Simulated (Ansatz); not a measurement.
SrTiO3: excitons and shallow donors from band masses and screening

All numbers below come from DFT PBE, scalar-relativistic, plane waves, PAW (Ansatz).

Cutoff 420 eV; k points 8×8×8 on the computed 5-atom cell (Γ-centred); Gaussian smearing, width 0.02 eV; no spin polarisation.

Relaxed cell: Pm-3m, a = 3.936 Å, b = 3.936 Å, c = 3.936 Å, α = 90.00°, β = 90.00°, γ = 90.00°, 5 atoms in the primitive cell. Whether it is the stable form of this composition wasn't checked.

The calculation gives a Kohn–Sham gap of 1.84 eV, an electron mass of 0.578 mₑ and a hole mass of 1.18 mₑ (harmonic means over x, y, z and over the bands degenerate at each edge), and ε∞ = 6.39 (independent particles, mean of the diagonal).

Question: Estimate the binding energy and radius of a Wannier–Mott exciton and of a shallow donor, and say whether the hydrogenic model can hold.

Answer: The reduced mass is μ = mₙmₕ/(mₙ + mₕ) = 0.388 mₑ, with mₙ and mₕ the band masses. With E_b = 13.606 eV × μ/ε² and a = 0.529 Å × ε/μ (μ in mₑ) the exciton has E_b = 129 meV and a = 8.7 Å. For a donor μ is the electron mass: 192 meV and 5.9 Å. The radius isn't large against the shortest lattice vector (3.94 Å), so the continuum picture is doubtful and the numbers are only a scale. In a polar crystal the ions screen too, so a state bound more weakly than an optical phonon feels the larger static constant, which lowers the energy and widens the orbit. The other way, the small Kohn–Sham gap and the missing local fields make ε∞ too large and the masses tend to be too light, which underbinds. The edges lie at different points of the zone, so the exciton is indirect.

Symmetry holds off the tilts and polar distortions that many cubic perovskites undergo.